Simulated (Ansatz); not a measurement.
Input deck for Ansatz 0.2.0, then the block of the output on the nuclei.

The cell is a COD entry, atoms as given.

```yaml
crystal:
  lattice:
    - [4.986, 0.0, 0.0]
    - [0.0, 4.986, 0.0]
    - [0.0, 0.0, 6.977]
  atoms:
    - { symbol: Si, position: [0.29882, 0.29882, 0.0] }
    - { symbol: Si, position: [0.20118, 0.79882, 0.25] }
    - { symbol: Si, position: [0.70118, 0.70118, 0.5] }
    - { symbol: Si, position: [0.79882, 0.20118, 0.75] }
    - { symbol: O, position: [0.24078, 0.10171, 0.17663] }
    - { symbol: O, position: [0.39829, 0.74078, 0.42663] }
    - { symbol: O, position: [0.75922, 0.89829, 0.67663] }
    - { symbol: O, position: [0.60171, 0.25922, 0.92663] }
    - { symbol: O, position: [0.74078, 0.39829, 0.57337] }
    - { symbol: O, position: [0.89829, 0.75922, 0.32337] }
    - { symbol: O, position: [0.25922, 0.60171, 0.07337] }
    - { symbol: O, position: [0.10171, 0.24078, 0.82337] }
kpoints:
  mp_grid: { grid: [5, 5, 4] }
scf:
  occupations: { method: fermi_dirac, width: 0.02 }
hamiltonian:
  xc: pbe
  pseudopotentials: { kind: paw, frozen_core: stored }
output:
  forces: true
  stress: true
  populations: true
  efg: { quadrupole_moments_barn: { O: -0.02558 } }
  write_density: true
  write_potential: true
  elf: true
  volumetric_format: npy
```

```sh
ansatz run input.yaml --threads 1 --pin off --max-ram 3072MiB --backend cpu --events-out ev --progress --plain --runs-dir out
```

Of the output, the block on the nuclei alone is shown; the set-up, the SCF iterations, energies, forces and stress are cut. One atom of each set with nearly equal values is shown.

```
--- PAW observables at the nuclei: V_zz in 10²¹ V/m², potentials from the cell's mean, atoms counted from 1 ---
  atom   1  Si V_zz =    -0.299975   η = 0.4804   by run symmetry: allowed
            electrostatic potential = -1353.735155 V   contact ρ = none
  atom   5  O  V_zz =    +9.519913   η = 0.1234   by run symmetry: allowed   C_q = -5.8883 MHz
            electrostatic potential = -617.971115 V   contact ρ = none
```

Hardware: 1 thread of Intel Xeon 6975P-C (Granite Rapids) (x86_64; 8 cores open to the job, memory cap 3.0 GiB, no GPU), a shared host with a load of 0.7 a core. Wall time 8.6 s, CPU time 8.6 s, peak memory 0.43 GiB.

The calculated pressure of 7 GPa (PBE) comes largely from the unrelaxed atoms: it is 1.1 GPa once they are relaxed in the same cell. The largest force is 0.5 eV/Å, so the atoms aren't at the calculated equilibrium and relaxing them would move these values.
